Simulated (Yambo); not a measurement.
Yambo run on AlPO₄ (space group P6_3mc, No. 186). The wavefunctions are PBEsol (pw.x of Quantum ESPRESSO, ONCV potentials, no spin-orbit coupling) ones on a 3×3×1 mesh (32 occupied bands); a = b = 5.2860 Å, c = 8.6294 Å, α = β = 90.00°, γ = 120.00°.

Yambo input:

```
rim_cut
gw0
dyson
el_el_corr
HF_and_locXC
ppa
em1d
RandQpts= 1000000
RandGvec= 1 Ry
EXXRLvcs= 84 Ry
VXCRLvcs= 336 Ry
Chimod= "HARTREE"
% BndsRnXp
 1 | 297 |
%
NGsBlkXp= 6 Ry
% LongDrXp
 1.0 | 1.0 | 1.0 |
%
PPAPntXp= 27.2114 eV
% GbndRnge
 1 | 297 |
%
GTermKind= "BG"
DysSolver= "n"
ExtendOut
% QPkrange
 1 | 1 | 32 | 33 |
%
```

k points by index: 1 = Γ.

Table of the .qp output:

```
#    K-point    Band    Eo [eV]    E [eV]    E-Eo [eV]    Vxc [eV]    Vnlxc [eV]    Sc|Eo [eV]    Sc|E [eV]    dSc/dw|Eo [eV]    Re(Z)    Im(Z)
#
    1    32    0.000000    -1.927131    -1.927131    -20.09582    -26.02458    3.605250    4.001622    -5.596533    0.829414    -0.969061E-3
    1    33    5.550897    6.471300    0.920403    -7.894569    -4.269274    -2.597858    -2.704893    -3.164227    0.895830    -0.674687E-3
```
(The two width columns are left out.) Convergence of these settings isn't established.

Geometry of the Materials Project entry, not relaxed at this level.
